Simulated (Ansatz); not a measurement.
**Computed properties of LiMoN2**

LiMoN2:
```yaml
crystal:
  lattice:
    - [1.44589, 0.83478, 5.30861]
    - [-1.44589, 0.83478, 5.30861]
    - [0.00000, -1.66957, 5.30861]
  atoms:
    - { symbol: Li, position: [0.58682, 0.58682, 0.58682] }
    - { symbol: Mo, position: [0.41413, 0.41413, 0.41413] }
    - { symbol: N, position: [0.15674, 0.15674, 0.15674] }
    - { symbol: N, position: [0.00362, 0.00362, 0.00362] }
```

Space group R3m (No. 160); conventional cell a = b = 2.8918 Å, c = 15.9258 Å, α = β = 90.00°, γ = 120.00°.

Method: the program Ansatz at the r²SCAN level (PAW). Structure relaxed to zero pressure with the same functional. Other levels are named where they apply.

**Cell and energy**

```json
{
  "volume_per_atom": "9.61 Å³",
  "density": "5.65 g/cm³",
  "Formation energy from the elements (no fitted shifts)": "-0.62 eV/atom"
}
```

**Electronic structure**

```json
{
  "electronic_character": "metallic (no gap)",
  "Density of states at the Fermi level": "0.68 states/eV per atom (mean over ±0.08 eV)"
}
```

The first step of the workflow began from a Materials Project structure, measured or hypothetical; the Crystallography Open Database copy checked does not list it. Whether it is the stable phase at ambient conditions was not checked. The r²SCAN relaxation kept the symmetry of its start; its stability against distortions is not shown here. No spin polarisation was allowed. With an odd number of electrons in the cell and no spin polarisation, the count alone makes it a metal. The references are the lowest solids computed at this level, not always the standard phases (solids in place of the gases). Scalar-relativistic: spin–orbit coupling is off unless named, which matters more the heavier the elements.

Potentials: the later of the program's two PAW sets.
